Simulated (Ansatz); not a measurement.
Consider the following.

MgV2O6:
```
CELL_PARAMETERS angstrom
      4.66444     1.71899     0.00000
     -4.66444     1.71899     0.00000
     -2.49794     0.00000     6.30849
ATOMIC_POSITIONS crystal
  Mg 0.00000 0.00000 0.50000
  V  0.19511 0.80489 0.15960
  V  0.80489 0.19511 0.84040
  O  0.69139 0.30861 0.06351
  O  0.30861 0.69139 0.93649
  O  0.95834 0.04166 0.77329
  O  0.04166 0.95834 0.22671
  O  0.34884 0.65116 0.38533
  O  0.65116 0.34884 0.61467
```

This is the r²SCAN-relaxed structure. Cartesian axes are those of the cell as given.

Task: All from r²SCAN (plane waves, PAW; program Ansatz), unless another level is named. Predict the smallest direct gap on the standard path.

Result: 3.04 eV.

Task: Next, the band gap?

Result: 3.00 eV (indirect).

Task: Predict the electron effective mass.

Result: 1.1, 2.5, 11 mₑ (principal values).

Task: What about the valence-band maximum?

Result: off the standard path, at k = (-0.057, 0.411, -0.339) in fractions of the reciprocal vectors.

Task: Predict the conduction-band minimum.

Result: off the standard path, at k = (-0.104, -0.500, -0.422) in fractions of the reciprocal vectors.

Space group C2/m. The first step of the workflow began from a Materials Project structure, measured or hypothetical; the Crystallography Open Database files this formula in space group No. 12, but the cells were not matched. Whether it is the stable phase at ambient conditions was not checked. Symmetry was held in the r²SCAN relaxation; its stability against distortions is not shown here. The run is not spin-polarised. No Hubbard U is applied.

Potentials: the later of the program's two PAW sets.
